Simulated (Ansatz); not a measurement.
A geometry of GaCuSe₂ away from equilibrium: step 2 of the relaxation of a relaxed GaCuSe2 cell shaken by Gaussian noise of σ = 0.08 Å a coordinate. Calculation: r2SCAN (plane waves to 500 eV, PAW, scalar-relativistic; Ansatz, a first-principles code). Γ-centred k-mesh 7×7×2 on the run's cell (coarser than for final values), Fermi–Dirac smearing 0.05 eV.

```yaml
crystal:
  lattice:
    - [3.81372, 0.01161, -0.01511]
    - [-1.89681, 3.26905, 0.01348]
    - [-0.05756, 0.02605, 14.41830]
  atoms:
    - { symbol: Cu, position: [0.32395, 0.65725, 0.24752] }
    - { symbol: Cu, position: [0.67712, 0.36063, 0.75247] }
    - { symbol: Ga, position: [0.98983, 0.99183, 0.00348] }
    - { symbol: Ga, position: [0.99435, 0.98901, 0.49685] }
    - { symbol: Se, position: [0.32633, 0.65442, 0.08907] }
    - { symbol: Se, position: [0.32497, 0.67200, 0.39891] }
    - { symbol: Se, position: [0.68067, 0.37961, 0.90837] }
    - { symbol: Se, position: [0.66749, 0.31256, 0.59318] }
```

Q: What forces act on the atoms (eV/Å)?

A: 
```json
[
 {"atom": "Cu1", "Fx": "-0.01", "Fy": "0.02", "Fz": "-0.79"},
 {"atom": "Cu2", "Fx": "0.05", "Fy": "0.00", "Fz": "-0.36"},
 {"atom": "Ga3", "Fx": "0.02", "Fy": "0.50", "Fz": "-0.53"},
 {"atom": "Ga4", "Fx": "0.02", "Fy": "0.01", "Fz": "-0.02"},
 {"atom": "Se5", "Fx": "-0.03", "Fy": "0.07", "Fz": "1.38"},
 {"atom": "Se6", "Fx": "0.09", "Fy": "-0.11", "Fz": "0.79"},
 {"atom": "Se7", "Fx": "0.00", "Fy": "-0.63", "Fz": "-0.73"},
 {"atom": "Se8", "Fx": "-0.14", "Fy": "0.14", "Fz": "0.26"}
]
```

Q: What is the pressure?

A: +1.1 GPa, compression positive.

Q: How far above the relaxed end point is this geometry?

A: 0.02 eV/atom; the path ends in P1 (No. 1) at a tolerance of 0.01 Å, P6₃/mmc (No. 194) at 0.1 Å.

No spin polarisation in the result.

The end of the path is a generated cell of GaCuSe2: the first start was made by a random draw of sites in a space group, and the end was not matched to a known phase here, so it may be hypothetical. Known forms of GaCuSe2 include space group No. 122.
